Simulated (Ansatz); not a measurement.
The elements of this relaxed trial crystal are hidden behind letters.

```
lattice vectors (Å)
   4.3136    0.0000    0.0000
  -2.1568    3.7357    0.0000
   0.0000    0.0000    5.4296
fractional positions
X 0.0000 0.0000 0.7608
X 0.0000 0.0000 0.2392
X 0.6667 0.3333 0.0000
Z 0.6667 0.3333 0.5000
Z 0.3333 0.6667 0.0000
```

All numbers below come from DFT PBE, scalar-relativistic, plane waves, PAW in Ansatz. Plane waves to 420 eV, a 12×12×8 mesh through Γ for the 5-atom cell and 0.10 eV Gaussian smearing; no spin polarisation.

```
Space group                                : P-6m2 (No. 187)
Conventional cell                          : a = 4.314 Å, c = 5.430 Å
Volume per atom                            : 17.50 Å³
Density                                    : 3.79 g/cm³
Formation energy                           : −0.23 eV/atom
Gap on the 12×12×8 mesh of the 5-atom cell : 0 eV (a metal)
```

Energies are uncorrected and count from the elements' standard states at the same level.

Q: X is a d-block element of period 4 and Z is a p-block element of period 3. Which elements are they?

A: X = Ti, Z = Si, so the formula is Ti3Si2. Density times volume gives a mean mass of 3.79 × 17.50/1.6605 = 39.9 u per atom, and this set has 40.0 u. Among the elements that the hints allow, noble gases aside, only these give it. Ti on a site of symmetry 3m is surrounded by 1 Ti at 2.60 Å, 4 Ti at 2.81–2.83 Å and 6 Si at 2.81–2.86 Å; around Ti on a site of symmetry -6m2 lie 3 Si at 2.49 Å, 2 Si at 2.71 Å and 6 Ti at 2.81 Å; Si on its first site has 8 Ti at 2.71–2.86 Å; 1 more site not described.

The cell is a metal run without spin; a magnetic state may lie lower. Symmetry constrained the relaxation, so the result can be a saddle point. Another cell of Ti3Si2 relaxed alike, in P6_3/m, lies 154 meV/atom lower, so this cell isn't the stable form at this level.
